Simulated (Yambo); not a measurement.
BSE-type run in Yambo on a free-standing SnS monolayer (symmetry Pmn2_1, slab cell 15.9 Å high), at zero momentum.

Quantum ESPRESSO step (PBE, PseudoDojo standard norm-conserving files, scalar-relativistic):
```
&CONTROL
  calculation = 'nscf'
  pseudo_dir = './pseudo'
  outdir = './out'
/
&SYSTEM
  ibrav = 0
  nat = 4
  ntyp = 2
  ecutwfc = 72.0
  ecutrho = 288.0
  occupations = 'fixed'
  force_symmorphic = .true.
  nbnd = 77
  assume_isolated = '2D'
/
&ELECTRONS
  conv_thr = 4e-09
  diago_full_acc = .true.
  diago_thr_init = 1e-08
/
ATOMIC_SPECIES
S 32.0600 S.upf
Sn 118.7100 Sn.upf
CELL_PARAMETERS angstrom
  4.082125231000   0.000000000000   0.000000000000
  0.000000000000   4.047635603000   0.000000000000
  0.000000000000   0.000000000000  15.900000000000
ATOMIC_POSITIONS crystal
S   0.955031725800   0.000000000000   0.072856478900
S   0.455031725800   0.500000000000  -0.072856478900
Sn   0.425108274200   0.500000000000   0.088032626400
Sn   0.925108274200   0.000000000000  -0.088032626400
K_POINTS automatic
10 10 1 0 0 0
```

Yambo input:
```
rim_cut
rim_w
optics
bse
bss
dipoles
em1s
RandQpts= 1000000
RandGvec= 2 Ry
CUTGeo= "slab z"
RandGvecW= 630 mRy
FFTGvecs= 30 Ry
Chimod= "HARTREE"
BSKmod= "SEX"
BSEmod= "resonant"
BSSmod= "hs"
BSENGexx= 10 Ry
BSENGBlk= 3 Ry
% KfnQP_E
 0.963 | 1.0 | 1.0 |
%
% BSEQptR
 1 | 1 |
%
% BSEBands
 13 | 31 |
%
% BEnRange
 0.0 | 10.1 | eV
%
% BDmRange
 0.1 | 0.1 | eV
%
BEnSteps= 202
% BLongDir
 0.0 | 1.0 | 0.0 |
%
BSHayTrs= -0.02
BSSNEig= 24
WRbsWF
% BndsRnXs
 1 | 73 |
%
NGsBlkXs= 3 Ry
% LongDrXs
 1.0 | 1.0 | 0.0 |
%
```

From the report:

The dimension is k points × valence × conduction bands = 100 × 8 × 11 = 8800.
```
  [SLEPC] Approach                          : Krylov-Schur
  [SLEPC] Number of requested eigenvalues   :  24
  [SLEPC] Number of eigenvalues        [NEV]:  24
   [K] Dimension                                    :   8800
   [K] Bands                                        :  13  31
   [K] Exchange res                                 : yes
   [K] Correlation res                              : yes
   [K] W interaction is bare                        : no
   [K] RL vectors exchange                          :   951
   [K] RL vectors correlation                       :  153
   [W] Matrix size                                  :  153
   [W] Bands                                        :    1   73
   [W] Coulomb Cutoff                               : slab z
   [W] Hxc Kernel                                   : HARTREE
```

Bands and orbitals come from the standard potentials; the scissor and the G0W0 gaps come from a run at the same geometry on the stringent ones, which hold whole semicore shells in the valence.

Spin-orbit coupling is not included.

Geometry relaxed with PBEsol.

This is a model layer cut from the bulk structure; whether it is stable on its own was not checked.
